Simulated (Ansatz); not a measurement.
Zincblende alloy of InP and GaP (18 of 32 In sites exchanged), 64 atoms

Theory: DFT, PBEsol, PAW, plane waves (Ansatz).

Command:

```sh
ansatz run in.yaml --threads 4 --pin off --max-ram 42750MiB --runs-dir r --events-out ev --progress --plain --backend cuda --devices 0, --max-vram 37GiB
```

The input less its lattice and atoms:

```yaml
crystal:
  symmetry: { detect: false }
kpoints:
  mp_grid: { grid: [1, 1, 1], shift: [0.25, 0.25, 0.25] }
hamiltonian:
  xc: pbesol
scf:
  occupations: { method: fermi_dirac, width: 0.01 }
relax:
  f_tol: 0.03
  max_steps: 80
  escape_saddle: false
  adjacent_minimum: "off"
  cell: { fix: [shape] }
output:
  forces: true
  eigenvalues: true
  populations: true
  write_density: true
  write_potential: true
  elf: true
  volumetric_format: npy
```

Start:

```xyz
64
Lattice="11.2638 0.0000 0.0000 0.0000 11.2638 0.0000 0.0000 0.0000 11.2638" Properties=species:S:1:pos:R:3 pbc="T T T"
Ga   11.2459    0.0008    0.0218
Ga    0.0246    5.6203    0.0170
Ga    5.5986   11.2302   11.2103
Ga    5.6152    5.6009    5.6169
Ga    2.8131    8.4646   11.2585
Ga    8.4319    2.8049    5.6246
Ga    8.4510    8.5073   11.2551
Ga    8.4438    8.4366    5.6234
Ga    2.8109   11.2308    2.8009
Ga    2.7953    0.0223    8.4249
Ga    2.8259    5.6446    2.8240
Ga    8.4482   11.2620    8.4162
Ga    8.4362    5.6466    2.8266
Ga   11.2596    2.8485    2.8240
Ga    0.0052    8.4662    2.8291
Ga    0.0021    8.4609    8.3942
Ga    5.6385    2.8128    8.4511
Ga    5.6712    8.4529    2.8167
In    0.0060   11.2526    5.6121
In   11.2401    5.6240    5.6155
In    5.6081    0.0040    5.6605
In    5.6409    5.6317    0.0459
In    2.8227    2.8509   11.2579
In    2.8159    2.8046    5.6353
In    2.8149    8.4318    5.6182
In    8.4617    2.8059    0.0087
In    2.8075    5.6081    8.4690
In    8.4565    0.0011    2.8339
In    8.4335    5.6548    8.4738
In   11.2502    2.8206    8.4334
In    5.6595    2.7894    2.7775
In    5.6103    8.4653    8.4231
P     1.4272    1.4066    1.3958
P     1.4067    1.4056    7.0715
P     1.4046    7.0367    1.4185
P     1.4136    7.0464    7.0351
P     7.0398    1.4189    1.4243
P     7.0164    1.4188    7.0185
P     7.0228    7.0256    1.3915
P     7.0704    7.0329    7.0468
P     4.2412    4.2479    1.4406
P     4.2494    4.2414    7.0387
P     4.2087    9.8580    1.4484
P     4.1832    9.8562    6.9954
P     9.8595    4.2164    1.4113
P     9.8683    4.2097    7.0482
P     9.8241    9.8404    1.3915
P     9.8423    9.8342    7.0092
P     4.2029    1.4150    4.2201
P     4.2390    1.3865    9.8853
P     4.2299    7.0261    4.2397
P     4.2011    7.0134    9.8351
P     9.8749    1.4230    4.2257
P     9.8586    1.4121    9.8409
P     9.8478    7.0251    4.2150
P     9.8399    7.0529    9.8502
P     1.4042    4.2260    4.2419
P     1.3864    4.2093    9.8610
P     1.4217    9.8513    4.2376
P     1.4098    9.8193    9.8728
P     7.0478    4.2495    4.2107
P     7.0530    4.1871    9.8587
P     7.0072    9.8342    4.2398
P     7.0346    9.8326    9.8400
```

Steps:

| step | energy less the first (eV) | largest force component (eV/Å) | pressure (GPa) |
| --- | --- | --- | --- |
| start | 0.000 | 1.922 | 1.12 |
| 1 | -3.476 | 0.253 | -0.89 |
| 2 | -3.619 | 0.037 | -0.06 |
| 3 | -3.622 | 0.017 | 0.00 |
| 4 | -3.621 | 0.017 | 0.00 |

A structure on the way, about -3.62 eV from the start:

```
Ga In P
1.0
    11.26332    0.00000    0.00000
     0.00000   11.26332    0.00000
     0.00000    0.00000   11.26332
Ga In P
18 14 32
Direct
  0.00158 0.99342 0.00020
  0.00027 0.50666 0.00698
  0.49778 0.99504 0.99726
  0.50446 0.49889 0.49519
  0.24581 0.75361 0.00375
  0.74888 0.25249 0.49954
  0.75439 0.75280 0.00253
  0.74898 0.74789 0.49722
  0.24573 0.99423 0.24193
  0.24979 0.99751 0.75699
  0.24774 0.50414 0.24787
  0.74993 0.99697 0.75247
  0.75262 0.50548 0.25224
  0.99954 0.25300 0.24782
  0.99967 0.74812 0.24348
  0.99703 0.75401 0.75626
  0.50338 0.24558 0.74716
  0.50051 0.74736 0.24763
  0.99796 0.99792 0.50004
  0.99615 0.50258 0.49383
  0.50126 0.00037 0.50228
  0.50092 0.50468 0.00466
  0.24804 0.24511 0.00154
  0.25244 0.24978 0.49740
  0.24986 0.74912 0.49525
  0.75234 0.24809 0.00088
  0.25024 0.50186 0.75209
  0.75220 0.99621 0.24879
  0.75036 0.50301 0.74915
  0.99776 0.24565 0.75307
  0.50014 0.25181 0.25215
  0.50298 0.75375 0.75167
  0.11453 0.11664 0.12891
  0.13313 0.11767 0.63267
  0.12610 0.62746 0.12606
  0.11494 0.63270 0.63077
  0.61591 0.11644 0.11862
  0.63482 0.12882 0.62970
  0.63453 0.63283 0.13002
  0.62330 0.62588 0.61164
  0.36719 0.38150 0.13102
  0.38894 0.37559 0.62372
  0.37460 0.87274 0.12326
  0.36676 0.88083 0.63186
  0.87918 0.38397 0.13114
  0.87046 0.36836 0.61865
  0.88280 0.86859 0.11884
  0.86551 0.86684 0.63033
  0.36665 0.11308 0.36441
  0.38108 0.11799 0.86888
  0.38088 0.61679 0.36731
  0.36867 0.63551 0.88390
  0.87386 0.13861 0.37436
  0.87582 0.10777 0.87748
  0.87049 0.63558 0.36684
  0.87988 0.63137 0.88371
  0.12574 0.37664 0.36201
  0.11525 0.38159 0.88393
  0.12152 0.87221 0.35918
  0.12544 0.87528 0.87759
  0.63361 0.38130 0.37831
  0.61755 0.36946 0.87003
  0.62321 0.86276 0.37510
  0.63287 0.87916 0.88326
```

End:

```xyz
64
Lattice="11.2599 0.0000 0.0000 0.0000 11.2599 0.0000 0.0000 0.0000 11.2599" Properties=species:S:1:pos:R:3 pbc="T T T"
Ga    0.0173   11.1820    0.0006
Ga   11.2592    5.7072    0.0770
Ga    5.6015   11.2021   11.2314
Ga    5.6788    5.6217    5.5732
Ga    2.7677    8.4876    0.0458
Ga    8.4329    2.8414    5.6250
Ga    8.4938    8.4736    0.0323
Ga    8.4327    8.4259    5.5956
Ga    2.7621   11.1914    2.7202
Ga    2.8126   11.2305    8.5269
Ga    2.7860    5.6786    2.7879
Ga    8.4445   11.2212    8.4717
Ga    8.4783    5.6931    2.8375
Ga   11.2492    2.8475    2.7890
Ga   11.2547    8.4241    2.7398
Ga   11.2226    8.4933    8.5171
Ga    5.6649    2.7613    8.4098
Ga    5.6293    8.4165    2.7854
In   11.2331   11.2372    5.6356
In   11.2234    5.6635    5.5629
In    5.6479    0.0063    5.6534
In    5.6421    5.6820    0.0512
In    2.7959    2.7565    0.0168
In    2.8418    2.8144    5.6002
In    2.8183    8.4405    5.5743
In    8.4692    2.7958    0.0120
In    2.8198    5.6506    8.4657
In    8.4706   11.2189    2.7992
In    8.4542    5.6620    8.4331
In   11.2405    2.7626    8.4855
In    5.6286    2.8317    2.8449
In    5.6666    8.4880    8.4686
P     1.2862    1.3105    1.4499
P     1.5029    1.3233    7.1277
P     1.4172    7.0670    1.4187
P     1.2986    7.1293    7.1030
P     6.9344    1.3124    1.3353
P     7.1494    1.4529    7.0909
P     7.1440    7.1247    1.4672
P     7.0205    7.0491    6.8858
P     4.1353    4.2963    1.4787
P     4.3816    4.2309    7.0214
P     4.2147    9.8271    1.3875
P     4.1353    9.9198    7.1164
P     9.9003    4.3242    1.4750
P     9.8065    4.1441    6.9638
P     9.9431    9.7784    1.3377
P     9.7437    9.7588    7.0967
P     4.1251    1.2707    4.1051
P     4.2899    1.3256    9.7812
P     4.2852    6.9441    4.1337
P     4.1518    7.1554    9.9549
P     9.8377    1.5612    4.2165
P     9.8595    1.2104    9.8817
P     9.8021    7.1576    4.1311
P     9.9057    7.1089    9.9499
P     1.4139    4.2426    4.0724
P     1.3021    4.2976    9.9548
P     1.3635    9.8208    4.0432
P     1.4124    9.8544    9.8827
P     7.1365    4.2947    4.2627
P     6.9532    4.1596    9.7912
P     7.0187    9.7121    4.2195
P     7.1281    9.9014    9.9511
```

The run converged.

Time: 15 s of wall time on one NVIDIA H100 with 4 processor threads, on a host shared with other runs; peak host memory 1.6 GiB.

Question: How much energy did the relaxation gain, and which atom moved most?

Answer: 3.62 eV in 4 steps, from a start with small random displacements; atom 54 (P) moved 0.21 Å, the median atom 0.10 Å (drift of the whole cell removed).
